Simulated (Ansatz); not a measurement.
input.yaml

```yaml
crystal:
  lattice:
    - [6.3633782956, 0.0, 0.0]
    - [-3.1816891478, 5.5108472578, 0.0]
    - [0.0, 0.0, 5.1252009316]
  atoms:
    - { symbol: Sc, position: [0.8286974315, 0.1713025685, 0.75], spin: 0.41 }
    - { symbol: Sc, position: [0.3426051371, 0.1713025685, 0.75], spin: 0.41 }
    - { symbol: Sc, position: [0.8286974315, 0.6573948629, 0.75], spin: 0.41 }
    - { symbol: Sc, position: [0.1713025685, 0.8286974315, 0.25], spin: 0.41 }
    - { symbol: Sc, position: [0.6573948629, 0.8286974315, 0.25], spin: 0.41 }
    - { symbol: Sc, position: [0.1713025685, 0.3426051371, 0.25], spin: 0.41 }
    - { symbol: Al, position: [0.6666666667, 0.3333333333, 0.25] }
    - { symbol: Al, position: [0.3333333333, 0.6666666667, 0.75] }
basis:
  ecutwfc: 500
kpoints:
  mp_grid: { grid: [6, 6, 8] }
hamiltonian:
  xc: r2scan
scf:
  occupations: { method: gaussian, width: 0.1 }
output:
  forces: true
  stress: true
  eigenvalues: true
  populations: true
magnetization:
  spin_polarized: true
relax:
  adjacent_minimum: "off"
  f_tol: 0.01
  max_steps: 30
  cell: { stress_tol: 0.1, fix: [volume] }
```

Launched with
```bash
ansatz run input.yaml --threads 2 --pin off --max-ram 5120MiB --backend cpu --events-out ev --progress --plain --runs-dir out
```

Method: DFT r2SCAN, scalar-relativistic, plane waves, PAW in Ansatz 0.2.0.

Abridged output (final results; tables in files aren't shown):

```
SCF 2 converged in 12 iterations: F = -13926.827850 eV  dr2 = 1.18e-11
SCF converged after 12 iterations
Stability not checked: this state was not tested for a lower state beside it, because the mixer in use, unlike msr1, does not test its closes by its own steps (another_mixer; see scf.mixing.algorithm and scf.lower_state_search)
Magnetization: 3.3436 μB (37.6718 up, 34.3282 down)
Absolute magnetization: 3.6843 μB (∫|ρ↑−ρ↓|, with the PAW one-centre terms)
Spin contamination: 0.0939 ħ² per cell (⟨S²⟩ above its minimum at these occupations)
Per-site moments (μB) at R_I (Å): [(0.38657213, 1.27594052), (0.38657213, 1.27594052), (0.38657213, 1.27594052), (0.38657213, 1.27594052), (0.38657213, 1.27594052), (0.38657213, 1.27594052), (-0.07006698, 1.28843991), (-0.07006698, 1.28843991)]
Free energy (F): -13926.827850 eV
Harris-Foulkes:  -13926.827850 eV  (|F-HF|=1.09e-11)
Internal energy: -13926.790062 eV  (E = F + TS)
E sigma→0 (E₀):  -13926.808956 eV
Entropy (-TS):   -0.037788 eV (-4.723 meV/atom)
Fermi energy:    9.050456 eV
--- Per-component energies (eV) ---
  E_band       = -1072.619686
  E_kinetic    = 1607.450886
  E_local      = -5404.752460  (includes V_loc(G=0)·N_el)
  E_nonlocal   = 510.813885
  E_hartree    = 1901.195954
  E_xc         = -673.838523
  E_vxc        = -910.236417  (∫ρ·V_xc dr)
  E_paw        = -6730.730434  (= ΣΔE_a)
  E_vpaw       = -736.291310  (= ΣTr[D̂ρ^β])
  E_aug_tail   = 0.000028  (compensation charges beyond the density's cutoff)
  E_vtau       = 58.004001  (kinetic-family band-sum trace: ∫τ·v_τ [+ j·A + Jᵃ·Aᵃ] dr)
  E_ewald      = -5135.378231
  E_core_change = -1.551167  (= ΣΔE_core)
  E_smearing   = -0.037788  (= −TS)
--- Forces (eV/Å), atoms counted from 1 ---
  atom   1  Sc     0.00064265    -0.00037104     0.00000000
  atom   2  Sc    -0.00064265    -0.00037104     0.00000000
  atom   3  Sc     0.00000000     0.00074207     0.00000000
  atom   4  Sc    -0.00064265     0.00037104     0.00000000
  atom   5  Sc     0.00064265     0.00037104     0.00000000
  atom   6  Sc     0.00000000    -0.00074207     0.00000000
  atom   7  Al     0.00000000     0.00000000     0.00000000
  atom   8  Al     0.00000000     0.00000000     0.00000000
--- Stress (GPa, compression-positive) ---
       -1.909332       0.000000       0.000000
        0.000000      -1.909332       0.000000
        0.000000       0.000000      -1.938236
  P = ⅓ Tr σ = -1.9190 GPa (-19.190 kbar)
--- Band table (eV; the first three rows and the last of 70) ---
  k-point 0 ↑: bands = ["-42.7776", "-42.7207", "-42.7170", "-42.7170", "-42.6895", "-42.6895", "-20.6696", "-20.5813", "-20.5766", "-20.4811", "-20.4811", "-20.4595", "-20.4595", "-20.4379", "-20.4379", "-20.3325", "-20.2765", "-20.2765", "-20.2348", "-20.2316", "-20.2316", "-20.2171", "-20.2171", "-20.2104", "1.7958", "4.3736", "6.9337", "6.9337", "7.0005", "7.0005", "7.1451", "7.1604", "7.1870", "8.3672", "8.3672", "8.5007", "8.6019", "8.6614", "8.6614", "8.8116", "10.1717", "10.1717", "10.3547", "10.3547", "10.4179", "11.5205"]
  k-point 1 ↑: bands = ["-42.7755", "-42.7229", "-42.7159", "-42.7159", "-42.6906", "-42.6906", "-20.6680", "-20.6039", "-20.5448", "-20.5060", "-20.5060", "-20.4696", "-20.4696", "-20.4053", "-20.4053", "-20.3280", "-20.2752", "-20.2752", "-20.2464", "-20.2317", "-20.2317", "-20.2158", "-20.2158", "-20.2151", "1.8961", "4.3352", "6.6717", "6.9896", "7.0262", "7.0262", "7.0385", "7.0385", "7.5037", "8.4064", "8.4064", "8.5641", "8.5641", "8.6052", "8.6373", "8.9577", "10.1609", "10.1609", "10.2969", "10.2969", "10.4907", "11.4637"]
  k-point 2 ↑: bands = ["-42.7693", "-42.7291", "-42.7129", "-42.7129", "-42.6936", "-42.6936", "-20.6635", "-20.6221", "-20.5324", "-20.5324", "-20.5002", "-20.4937", "-20.4937", "-20.3576", "-20.3576", "-20.3149", "-20.2795", "-20.2737", "-20.2737", "-20.2315", "-20.2315", "-20.2285", "-20.2145", "-20.2145", "2.1886", "4.1684", "6.1730", "6.6286", "7.1515", "7.1515", "7.2869", "7.2869", "7.7890", "8.3238", "8.3238", "8.4955", "8.4955", "8.5985", "8.8950", "9.2257", "10.0652", "10.0652", "10.1526", "10.1526", "10.7052", "11.2637"]
  k-point 34 ↓: bands = ["-42.3779", "-42.3779", "-42.3660", "-42.3660", "-42.3513", "-42.3513", "-20.1725", "-20.1725", "-20.1330", "-20.1330", "-20.1006", "-20.1006", "-20.0347", "-20.0347", "-20.0292", "-20.0292", "-19.9654", "-19.9654", "-19.9168", "-19.9168", "-19.9025", "-19.9025", "-19.8561", "-19.8561", "3.8859", "3.8859", "5.9189", "5.9189", "6.5270", "6.5270", "8.1592", "8.1592", "8.4776", "8.4776", "9.6147", "9.6147", "10.0445", "10.0445", "10.0525", "10.0525", "10.5301", "10.5301", "10.7649", "10.7649", "10.8491", "10.8491"]
--- Relaxed structure (1 steps of the walk, 1 accepted, 1 SCFs on fresh bases) ---
  F+E_penalty+E_count = -13926.82784971 eV   max|allowed force component| = 7.421e-4 eV/Å   (the final SCF, on the basis selected at the relaxed cell)
  cell:  # Å, volume = 179.7285 Å³
    - [6.36337829, 0.0, 0.0]
    - [-3.18168914, 5.51084725, 0.0]
    - [0.0, 0.0, 5.1252009316]
  atoms:
    - { symbol: Sc, position: [0.82869743, 0.17130256, 0.75000000] }
    - { symbol: Sc, position: [0.34260513, 0.17130256, 0.75000000] }
    - { symbol: Sc, position: [0.82869743, 0.65739486, 0.75000000] }
    - { symbol: Sc, position: [0.17130256, 0.82869743, 0.25000000] }
    - { symbol: Sc, position: [0.65739486, 0.82869743, 0.25000000] }
    - { symbol: Sc, position: [0.17130256, 0.34260513, 0.25000000] }
    - { symbol: Al, position: [0.66666666, 0.33333333, 0.25000000] }
    - { symbol: Al, position: [0.33333333, 0.66666666, 0.75000000] }
--- Löwdin populations: 8 sites ---
  site symbol q [e]    m [muB]
     0     Sc     10.5306     0.5506
     1     Sc     10.5306     0.5506
     2     Sc     10.5306     0.5506
     3     Sc     10.5306     0.5506
     4     Sc     10.5306     0.5506
     5     Sc     10.5306     0.5506
     6     Al      4.0760    -0.1140
     7     Al      4.0760    -0.1140
  spilling = 0.009231 (of n_electrons = 72.000000)
```

The relaxation met its thresholds.

Time: 120 s on 2 threads of Intel(R) Xeon(R) Platinum 8259CL CPU @ 2.50GHz (Skylake/Cascade Lake), with other jobs on the host, peak memory 1.3 GiB.

The state reached may not be the lowest one.